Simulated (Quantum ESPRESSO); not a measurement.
## Al2Pt2Ru3Mg (one run as intended and one with a planted mistake)

A calculation, not a measurement. The program is pw.x of Quantum ESPRESSO 7.5 (plane-wave density functional theory). The cell is made up: eight metal atoms on a face-centred cubic lattice, with elements, volume, strain and displacements drawn at random and not relaxed, so it may be unstable or far from any real phase. PseudoDojo standard norm-conserving files set the functional (PBE unless stated); there is no spin polarisation or spin-orbit coupling, the Fermi-Dirac width of 0.25 eV means electrons at about 2900 K, and the masses in the input are unused placeholders. The tin pseudopotential is less sure than most, with forces differing by about three percent from a second method on plain tin. Heavy elements are run without spin-orbit coupling, which real alloys of them have. A spin test at this wide smearing found no moment, but such smearing suppresses magnetism that the real alloy may have.

Intended input:

```
&control calculation='scf', pseudo_dir='./dojo.nc.sr.pbe.v0_5.standard.upf', outdir='./o', disk_io='minimal', tprnfor=.true., tstress=.true. /
&system ibrav=0, nat=8, ntyp=4, nbnd=64, ecutwfc=84.00895049, nosym=.true., tot_charge=0,
 occupations='smearing', smearing='fd', degauss=0.0183746611
/
&electrons conv_thr=1.470e-08, electron_maxstep=70, mixing_beta=0.5 /
ATOMIC_SPECIES
Al 1.0 Al.upf
Mg 1.0 Mg.upf
Pt 1.0 Pt.upf
Ru 1.0 Ru.upf
CELL_PARAMETERS angstrom
2.0146 4.0912 2.0459
2.0166 -4.0963 2.0541
4.1265 0.0031 -4.1953
ATOMIC_POSITIONS angstrom
Al -0.0303 0.021 -0.0234
Pt 2.1077 -0.0332 -2.1186
Ru 1.9687 -2.0044 -0.0338
Al 4.1491 -1.9834 -2.132
Ru 2.0262 2.0339 -0.0502
Ru 4.1045 2.032 -2.1516
Mg 1.9552 -0.023 2.0132
Pt 4.0876 0.0639 0.0133
K_POINTS automatic
5 5 4 1 1 1
```

The log is shortened where brackets say so; the opening notice, blank lines, dates and the lines on written files are dropped, and the path of the files is cut. It prints rydbergs, bohrs and kilobars, and counts compression as positive stress. Its total energy is the free energy E - TS of the whole cell.

Log of the intended run:

```
     Program PWSCF v.7.5
     Parallel version (MPI & OpenMP), running on       4 processor cores
     Number of MPI processes:                 4
     Threads/MPI process:                     1
     [start-up lines left out]
     bravais-lattice index     =            0
     lattice parameter (alat)  =       9.4453  a.u.
     unit-cell volume          =     934.6069 (a.u.)^3
     number of atoms/cell      =            8
     number of atomic types    =            4
     number of electrons       =       100.00
     number of Kohn-Sham states=           64
     kinetic-energy cutoff     =      84.0090  Ry
     charge density cutoff     =     336.0358  Ry
     scf convergence threshold =      1.5E-08
     mixing beta               =       0.5000
     number of iterations used =            8  plain     mixing
     Exchange-correlation= PBE
                           (   1   4   3   4   0   0   0)
     [axes and pseudopotential details left out]
   Cartesian axes
     site n.     atom                  positions (alat units)
         1        Al     tau(   1) = (  -0.0060622   0.0042015  -0.0046817  )
         2        Pt     tau(   2) = (   0.4216898  -0.0066424  -0.4238706  )
         3        Ru     tau(   3) = (   0.3938800  -0.4010225  -0.0067624  )
         4        Al     tau(   4) = (   0.8301150  -0.3968210  -0.4265516  )
         5        Ru     tau(   5) = (   0.4053840   0.4069246  -0.0100436  )
         6        Ru     tau(   6) = (   0.8211918   0.4065445  -0.4304730  )
         7        Mg     tau(   7) = (   0.3911790  -0.0046016   0.4027831  )
         8        Pt     tau(   8) = (   0.8178106   0.0127845   0.0026609  )
     number of k points=    50  Fermi-Dirac smearing, width (Ry)=  0.0184
                       cart. coord. in units 2pi/alat
        k(    1) = (   0.1996823   0.0000963   0.0474844), wk =   0.0400000
        k(    2) = (   0.3511178  -0.0000158  -0.1014102), wk =   0.0400000
     [further k points left out]
     Dense  grid:    97303 G-vectors     FFT dimensions: (  60,  60,  72)
     Estimated max dynamical RAM per process >     325.87 MB
     Estimated total dynamical RAM >       1.20 GB
     Initial potential from superposition of free atoms
     starting charge      99.9917, renormalised to     100.0000
     Starting wfcs are   63 randomized atomic wfcs +    1 random wfcs
     total cpu time spent up to now is        5.6 secs
     per-process dynamical memory:   248.2 Mb
     Self-consistent Calculation
     iteration #  1     ecut=    84.01 Ry     beta= 0.50
     Davidson diagonalization with overlap
     ethr =  1.00E-02,  avg # of iterations =  3.0
     total cpu time spent up to now is       18.6 secs
     total energy              =   -1256.47799196 Ry
     estimated scf accuracy    <       1.16675421 Ry
     iteration #  2     ecut=    84.01 Ry     beta= 0.50
     Davidson diagonalization with overlap
     ethr =  1.17E-03,  avg # of iterations =  2.5
     total cpu time spent up to now is       31.3 secs
     total energy              =   -1256.23550487 Ry
     estimated scf accuracy    <       5.48133183 Ry
     [iterations 3 to 12 left out]
     iteration # 13     ecut=    84.01 Ry     beta= 0.50
     Davidson diagonalization with overlap
     ethr =  1.26E-09,  avg # of iterations =  2.0
     total cpu time spent up to now is      147.3 secs
     total energy              =   -1256.98862371 Ry
     estimated scf accuracy    <       0.00000010 Ry
     iteration # 14     ecut=    84.01 Ry     beta= 0.50
     Davidson diagonalization with overlap
     ethr =  9.84E-11,  avg # of iterations =  2.1
     total cpu time spent up to now is      158.0 secs
     End of self-consistent calculation
     [lines on levels left out]
!    total energy              =   -1256.98862372 Ry
     estimated scf accuracy    <          9.3E-09 Ry
     smearing contrib. (-TS)   =      -0.13881442 Ry
     internal energy E=F+TS    =   -1256.84980931 Ry
     The total energy is F=E-TS. E is the sum of the following terms:
     one-electron contribution =    -553.96061903 Ry
     hartree contribution      =     315.62893208 Ry
     xc contribution           =    -217.00776136 Ry
     ewald contribution        =    -801.51036101 Ry
     convergence has been achieved in  14 iterations
     Forces acting on atoms (cartesian axes, Ry/au):
     atom    1 type  1   force =     0.01662624   -0.00334973   -0.01855563
     atom    2 type  3   force =     0.00605347    0.00386942   -0.00430455
     atom    3 type  4   force =    -0.01234206   -0.00374661    0.02092817
     atom    4 type  1   force =    -0.03696503   -0.01285343    0.02307590
     atom    5 type  4   force =     0.00988547    0.00345922   -0.01042827
     atom    6 type  4   force =    -0.00771314    0.00725589    0.00132947
     atom    7 type  2   force =     0.02361498    0.01275700    0.00006497
     atom    8 type  3   force =     0.00084009   -0.00739177   -0.01211005
     Total force =     0.068010     Total SCF correction =     0.000482
     Computing stress (Cartesian axis) and pressure
          total   stress  (Ry/bohr**3)                   (kbar)     P=     -194.49
  -0.00136558   0.00000197   0.00017009         -200.88        0.29       25.02
   0.00000197  -0.00119304  -0.00002646            0.29     -175.50       -3.89
   0.00017009  -0.00002646  -0.00140774           25.02       -3.89     -207.09
     init_run     :      5.10s CPU      5.45s WALL (       1 calls)
     electrons    :    151.31s CPU    152.42s WALL (       1 calls)
     forces       :      1.86s CPU      1.91s WALL (       1 calls)
     stress       :      6.61s CPU      6.61s WALL (       1 calls)
     [timing details left out]
     PWSCF        :   2m45.04s CPU   2m46.57s WALL
     JOB DONE.
```

A second run has one planted mistake: one atom is of a wrong element. The input lines that differ:

```
- &system ibrav=0, nat=8, ntyp=4, nbnd=64, ecutwfc=84.00895049, nosym=.true., tot_charge=0,
+ &system ibrav=0, nat=8, ntyp=5, nbnd=63, ecutwfc=84.00895049, nosym=.true., tot_charge=0,
+ Sn 1.0 Sn.upf
- Ru 2.0262 2.0339 -0.0502
+ Sn 2.0262 2.0339 -0.0502
```

Its log:

```
     Program PWSCF v.7.5
     Parallel version (MPI & OpenMP), running on       4 processor cores
     Number of MPI processes:                 4
     Threads/MPI process:                     1
     [start-up lines left out]
     bravais-lattice index     =            0
     lattice parameter (alat)  =       9.4453  a.u.
     unit-cell volume          =     934.6069 (a.u.)^3
     number of atoms/cell      =            8
     number of atomic types    =            5
     number of electrons       =        98.00
     number of Kohn-Sham states=           63
     kinetic-energy cutoff     =      84.0090  Ry
     charge density cutoff     =     336.0358  Ry
     scf convergence threshold =      1.5E-08
     mixing beta               =       0.5000
     number of iterations used =            8  plain     mixing
     Exchange-correlation= PBE
                           (   1   4   3   4   0   0   0)
     [axes and pseudopotential details left out]
   Cartesian axes
     site n.     atom                  positions (alat units)
         1        Al     tau(   1) = (  -0.0060622   0.0042015  -0.0046817  )
         2        Pt     tau(   2) = (   0.4216898  -0.0066424  -0.4238706  )
         3        Ru     tau(   3) = (   0.3938800  -0.4010225  -0.0067624  )
         4        Al     tau(   4) = (   0.8301150  -0.3968210  -0.4265516  )
         5        Sn     tau(   5) = (   0.4053840   0.4069246  -0.0100436  )
         6        Ru     tau(   6) = (   0.8211918   0.4065445  -0.4304730  )
         7        Mg     tau(   7) = (   0.3911790  -0.0046016   0.4027831  )
         8        Pt     tau(   8) = (   0.8178106   0.0127845   0.0026609  )
     number of k points=    50  Fermi-Dirac smearing, width (Ry)=  0.0184
                       cart. coord. in units 2pi/alat
        k(    1) = (   0.1996823   0.0000963   0.0474844), wk =   0.0400000
        k(    2) = (   0.3511178  -0.0000158  -0.1014102), wk =   0.0400000
     [further k points left out]
     Dense  grid:    97303 G-vectors     FFT dimensions: (  60,  60,  72)
     Estimated max dynamical RAM per process >     329.01 MB
     Estimated total dynamical RAM >       1.22 GB
     Initial potential from superposition of free atoms
     starting charge      97.9909, renormalised to      98.0000
     Starting wfcs are   62 randomized atomic wfcs +    1 random wfcs
     total cpu time spent up to now is        5.8 secs
     per-process dynamical memory:   247.9 Mb
     Self-consistent Calculation
     iteration #  1     ecut=    84.01 Ry     beta= 0.50
     Davidson diagonalization with overlap
     ethr =  1.00E-02,  avg # of iterations =  3.0
     Threshold (ethr) on eigenvalues was too large:
     Diagonalizing with lowered threshold
     Davidson diagonalization with overlap
     ethr =  8.97E-04,  avg # of iterations =  1.0
     total cpu time spent up to now is       30.7 secs
     total energy              =   -1212.09842224 Ry
     estimated scf accuracy    <       0.90518804 Ry
     iteration #  2     ecut=    84.01 Ry     beta= 0.50
     Davidson diagonalization with overlap
     ethr =  9.24E-04,  avg # of iterations =  2.2
     total cpu time spent up to now is       45.2 secs
     total energy              =   -1212.16470412 Ry
     estimated scf accuracy    <       2.60177126 Ry
     [iterations 3 to 11 left out]
     iteration # 12     ecut=    84.01 Ry     beta= 0.50
     Davidson diagonalization with overlap
     ethr =  1.30E-09,  avg # of iterations =  1.0
     total cpu time spent up to now is      164.8 secs
     total energy              =   -1212.50510035 Ry
     estimated scf accuracy    <       0.00000003 Ry
     iteration # 13     ecut=    84.01 Ry     beta= 0.50
     Davidson diagonalization with overlap
     ethr =  3.01E-11,  avg # of iterations =  3.0
     total cpu time spent up to now is      176.1 secs
     End of self-consistent calculation
     [lines on levels left out]
!    total energy              =   -1212.50510035 Ry
     estimated scf accuracy    <          4.1E-09 Ry
     smearing contrib. (-TS)   =      -0.10511452 Ry
     internal energy E=F+TS    =   -1212.39998583 Ry
     The total energy is F=E-TS. E is the sum of the following terms:
     one-electron contribution =    -515.34992870 Ry
     hartree contribution      =     301.77758810 Ry
     xc contribution           =    -227.53021902 Ry
     ewald contribution        =    -771.29742622 Ry
     convergence has been achieved in  13 iterations
     Forces acting on atoms (cartesian axes, Ry/au):
     atom    1 type  1   force =    -0.01471576   -0.00525547    0.00941854
     atom    2 type  3   force =     0.01354864    0.00430579   -0.01062437
     atom    3 type  4   force =    -0.02235006   -0.00192255    0.03505195
     atom    4 type  1   force =    -0.03523921   -0.01222667    0.02206302
     atom    5 type  5   force =     0.02262446    0.00516149   -0.02870649
     atom    6 type  4   force =     0.01903010    0.00683586   -0.02490521
     atom    7 type  2   force =     0.00432517    0.01190882    0.01877592
     atom    8 type  3   force =     0.01277666   -0.00880727   -0.02107335
     Total force =     0.088586     Total SCF correction =     0.000160
     Computing stress (Cartesian axis) and pressure
          total   stress  (Ry/bohr**3)                   (kbar)     P=     -107.89
  -0.00083072   0.00006702   0.00017413         -122.20        9.86       25.62
   0.00006702  -0.00048147   0.00003098            9.86      -70.83        4.56
   0.00017413   0.00003098  -0.00088799           25.62        4.56     -130.63
     init_run     :      5.26s CPU      5.59s WALL (       1 calls)
     electrons    :    168.20s CPU    170.43s WALL (       1 calls)
     forces       :      1.82s CPU      1.87s WALL (       1 calls)
     stress       :      6.36s CPU      6.37s WALL (       1 calls)
     [timing details left out]
     PWSCF        :   3m 1.84s CPU   3m 4.52s WALL
     JOB DONE.
```

|  | intended run | run with the mistake |
| --- | --- | --- |
| free energy (eV) | -17102.201 | -16496.972 |
| entropy term -TS, part of it (eV) | -1.889 | -1.430 |
| pressure (GPa) | -19.45 | -10.79 |
| size of the largest force component (eV/Å) | 0.950 | 0.906 |
| largest change of a force component (eV/Å) |  | 0.806 |
| iterations | 14 | 13 |

For scale, a rerun of the intended cell at a higher cutoff and on a denser mesh moved values by no more than 0.003 eV in energy, 0.02 GPa in stress and 0.005 eV/Å in force, and a second program with other atomic files agreed on that cell to 2 % rms in force and 0.5 GPa in pressure. Files of another functional or element have another zero of energy, so the energy change says nothing on stability. The number of bands, nbnd, was set by rule from the electron count, so it follows the mistake.